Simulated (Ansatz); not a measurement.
**¹¹⁹Sn Mössbauer parameters in CsSnI₃**

Cell: a computed structure from the Materials Project (it need not be an observed phase), taken as it stands.

```cif
data_structure
_symmetry_space_group_name_H-M 'P 1'
_symmetry_Int_Tables_number 1
_cell_length_a 6.2862
_cell_length_b 6.2862
_cell_length_c 6.2862
_cell_angle_alpha 90.000
_cell_angle_beta 90.000
_cell_angle_gamma 90.000
_cell_volume 248.41
loop_
_atom_site_label
_atom_site_type_symbol
_atom_site_fract_x
_atom_site_fract_y
_atom_site_fract_z
_atom_site_occupancy
Cs1 Cs 0.50000 0.50000 0.50000 1
Sn2 Sn 0.00000 0.00000 0.00000 1
I3 I 0.50000 0.00000 0.00000 1
I4 I 0.00000 0.00000 0.50000 1
I5 I 0.00000 0.50000 0.00000 1
```

Atom numbers follow the list; atoms alike are taken as one site, whose name carries the number of the first.

Method: Kohn–Sham DFT in Ansatz, PBE, plane waves and PAW, scalar-relativistic, 420 eV cutoff, Γ-centred 5×5×5 k-points, Fermi–Dirac smearing 0.02 eV.

Isomer shifts (against SnO₂) follow from the electron density at the nucleus, δ = α(ρ − ρ₀), with α = 0.099 mm s⁻¹ a₀³ and ρ₀ = 183191.44 a₀⁻³ from a line fitted to 8 measured compounds at this level of theory (rms miss 0.12 mm/s). ΔE_Q = ½eQV_zz(1 + η²/3)^½ with Q = -0.132 b for the 23.9 keV state.

Q: What would the ¹¹⁹Sn spectrum's parameters be?

A: 

| site | atoms | first shell | ρ − ρ₀ (a₀⁻³) | δ (mm/s) | ΔE_Q (mm/s) | η |
| --- | --- | --- | --- | --- | --- | --- |
| Sn | 2 | 6 I at 3.14 Å | 37.6 | 3.72 | 0.00 | – |

The shift of Sn is typical of Sn(II).

This high-symmetry form of CsSnI3 is unstable when cold, to tilts of the octahedra. The symmetry of the cell holds that distortion back, wholly or in part, and it would change the field gradients, the more the larger the distortion. Shifts outside the range of the fitted compounds (-0.5 to 3.2 mm/s for Sn) are extrapolations.

The run took 10 s of wall time (10 s of CPU time) and 0.59 GiB at its peak, on 1 thread of Arm Neoverse V2 (aarch64; 8 cores open to the job, memory cap 3.0 GiB, no GPU), a shared host with a load of 0.3 a core.
